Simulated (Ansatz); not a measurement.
Rb$_{2}$LiInCl$_{6}$:
```
CELL_PARAMETERS angstrom
      0.00000     5.04578     5.04578
      5.04578     0.00000     5.04578
      5.04578     5.04578     0.00000
ATOMIC_POSITIONS crystal
  Rb 0.75000 0.75000 0.75000
  Rb 0.25000 0.25000 0.25000
  Li 0.50000 0.50000 0.50000
  In 0.00000 0.00000 0.00000
  Cl 0.75126 0.24874 0.24874
  Cl 0.24874 0.75126 0.75126
  Cl 0.24874 0.75126 0.24874
  Cl 0.75126 0.24874 0.75126
  Cl 0.24874 0.24874 0.75126
  Cl 0.75126 0.75126 0.24874
```

Relaxed with PBEsol.

Question: Map the valence electron density (e/Å³), cut off at 1 on the plane through (0.750, 0.750, 0.750) spanned by u = [1, 0, 0] and v = [-1, 1, 1] in lattice vectors, from PBEsol (plane waves, PAW; program Ansatz).

Answer: x is the fraction of u, y of v (the angle between them is 90°; rows are the nearest grid lines); atoms in the plane: Rb at (0.00, 0.00), Rb at (0.00, 0.50), Li at (0.50, 0.75), In at (0.50, 0.25), Cl at (0.50, 0.50), Cl at (0.50, 0.00).
```
y \ x   0.000  0.0833  0.194  0.278  0.361  0.444  0.556  0.639  0.722  0.806  0.917   1.00
------  -----  ------  -----  -----  -----  -----  -----  -----  -----  -----  -----  -----
1.00    0.857    1.00  0.106  0.068  0.562   1.00   1.00  0.562  0.068  0.106   1.00  0.857
0.925    1.00   0.702  0.046  0.037  0.205  0.847  0.846  0.205  0.037  0.046  0.703   1.00
0.850   0.056   0.038  0.024  0.027  0.041  0.079  0.079  0.041  0.027  0.024  0.038  0.056
0.775   0.009   0.016  0.043  0.051  0.042   1.00   1.00  0.041  0.051  0.043  0.016  0.009
0.700   0.012   0.016  0.037  0.043  0.037  0.189  0.191  0.037  0.043  0.037  0.016  0.012
0.625   0.181   0.099  0.023  0.025  0.062  0.163  0.163  0.062  0.025  0.023  0.099  0.181
0.550    1.00    1.00  0.071  0.051  0.346   1.00   1.00  0.346  0.051  0.071   1.00   1.00
0.450    1.00    1.00  0.071  0.054  0.369   1.00   1.00  0.369  0.054  0.072   1.00   1.00
0.375   0.181   0.099  0.025  0.034  0.108  0.320  0.320  0.108  0.034  0.025  0.099  0.181
0.300   0.012   0.017  0.043  0.077  0.271   1.00   1.00  0.270  0.077  0.043  0.017  0.012
0.225   0.009   0.017  0.051  0.094  0.399   1.00   1.00  0.400  0.094  0.051  0.017  0.009
0.150   0.056   0.038  0.027  0.042  0.113  0.373  0.373  0.113  0.042  0.027  0.038  0.056
0.0750   1.00   0.703  0.047  0.042  0.234  0.969  0.971  0.235  0.042  0.047  0.703   1.00
0.000   0.857    1.00  0.106  0.068  0.562   1.00   1.00  0.562  0.068  0.106   1.00  0.857
```

The density is the valence pseudo-density with augmentation charge, so density and ELF within about 1 Å of a nucleus are not all-electron values.

Space group Fm-3m. The first step of the workflow began from a Materials Project structure, measured or hypothetical; the Crystallography Open Database copy checked does not list it. Its standing as an ambient phase is unchecked. Symmetry was held in the PBEsol relaxation; whether a distortion lowers the energy is not shown.

Potentials: the later of the program's two PAW sets.
